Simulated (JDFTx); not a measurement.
## WC(1 1 -2 0) as an electrode

- surface = WC(1 1 -2 0), C/W outermost, slab composition W6C6
- bulk = WC, P-6m2, lattice of mp-1894 (not re-optimised)
- slab = 12 atoms in 6 planes, 1x1, 7.1 Å between the outermost planes
- in-plane cell = 2.839 × 5.052 Å, 14.34 Å²
- cell height = 23.3 Å
- sampling = 8×4×1 k mesh, Fermi smearing 0.01 Ha, no spin polarisation

Whether this polymorph is the ambient one wasn't checked.

Level of theory: PBE, GBRV ultrasoft potentials, plane waves to 20/100 Ha; code: a modified build of JDFTx. Outer atoms relaxed in vacuum, keeping the start's symmetry. The same nuclei were then put into each liquid, at zero charge and at set potentials or charges. Ideal, unreconstructed faces without any overlayer. The electron chemical potential μ is absolute (zero in the bulk liquid) and is turned into a potential by U = −μ/e − 4.44 V vs SHE, a convention. Convergence in thickness and k mesh wasn't tested for this slab.

In vacuum the work function is 4.70 eV, which would put the uncharged electrode at 0.26 V vs SHE if the liquid did nothing. Each liquid moves the Fermi level of the neutral slab, now counted from the bulk liquid: CANDLE, water, 1 M NaCl by 0.42 eV, to a potential of zero charge of -0.16 V; linear PCM (GLSSA13), water, 1 M NaCl by 0.42 eV, to a potential of zero charge of -0.16 V; SaLSA, water, 1 M NaCl by 0.61 eV, to a potential of zero charge of -0.36 V. The models of water differ by 0.20 V among themselves.

Charging:

```json
[
 {"liquid": "CANDLE, water", "U − U_pzc (V)": "0.91", "σ (μC/cm²)": "22.3", "σ/(U − U_pzc) (μF/cm²)": "24", "Δγ (mJ/m²)": "-100"},
 {"liquid": "linear PCM (GLSSA13), water", "U − U_pzc (V)": "-0.59", "σ (μC/cm²)": "-12.5", "σ/(U − U_pzc) (μF/cm²)": "21", "Δγ (mJ/m²)": "-41"}
]
```

The mean capacitance runs from 21 to 24 μF/cm². Δγ, the grand free energy per area against the neutral surface, is negative throughout, since charging at a held potential lowers it. The cavity function reaches one half at 3.1 Å (CANDLE, water), 2.5 Å (linear PCM (GLSSA13), water), 3.1 Å (SaLSA, water) above the top atoms; the models define their cavities differently. CANDLE's negatively charged runs are left out, as they depend on the cell height. No specific adsorption of ions or solvent is in these numbers.
